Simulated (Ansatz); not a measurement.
NbHO₃:
```
CELL_PARAMETERS angstrom
      3.81653     0.00000     0.00000
      0.00000     4.10136     0.00000
      0.00000     0.00000     4.06639
ATOMIC_POSITIONS crystal
  Nb 0.50000 0.50000 0.43537
  O  0.50000 0.00000 0.53978
  O  0.00000 0.50000 0.50407
  O  0.50000 0.50000 0.99880
  H  0.50000 0.00000 0.77853
```

Relaxed with r²SCAN.

Map the electron localisation function on the plane through (0.500, 0.500, 0.435) spanned by u = [0, 1, 0] and v = [0, 0, 1] in lattice vectors, from plane-wave PAW r²SCAN (Ansatz code).

x is the fraction of u, y of v (the angle between them is 90°; rows are the nearest grid lines); atoms in the plane: Nb at (0.00, 0.00), O at (0.50, 0.10), O at (0.00, 0.56), H at (0.50, 0.34).
```
|0268622788778872268620|
|2478611578888751168742|
|6777410256776520147776|
|6664200024444200024666|
|3322100001111000012233|
|4444321000000001234444|
|7777653100000013567777|
|6788764100000014678876|
|3578764100000014678753|
|2478763000000003678742|
|6678751001331001578766|
|8888630016996100368888|
|8887410059999500147888|
|6653100279999720013566|
|1110001479999741000111|
|2110002578998752000112|
|7642014677667764102467|
|8875115776336775115788|
|7777315886226885137777|
|2477524887557884257742|
|0268622788778872268620|
```
Scale: ten equal steps from 0.007 (start of '0') to 0.975 (end of '9'), in the order '0123456789'; x runs from 0.000 to 1.00, y from 0.000 (bottom) to 1.00 (top).

The density is the valence pseudo-density with augmentation charge, so density and ELF within about 1 Å of a nucleus are not all-electron values.

Space group Pmm2. The start of the workflow was typed in or built on a structure type; neither database checked (COD, Materials Project) lists it. Whether it is the stable phase at ambient conditions was not checked. Symmetry was held in the r²SCAN relaxation; whether a distortion lowers the energy is not shown. The workflow began spin-polarised and lost its moments. The cell computed holds one magnetic atom, so no antiferromagnetic order was within reach.

Potentials: the earlier of the program's two PAW sets.
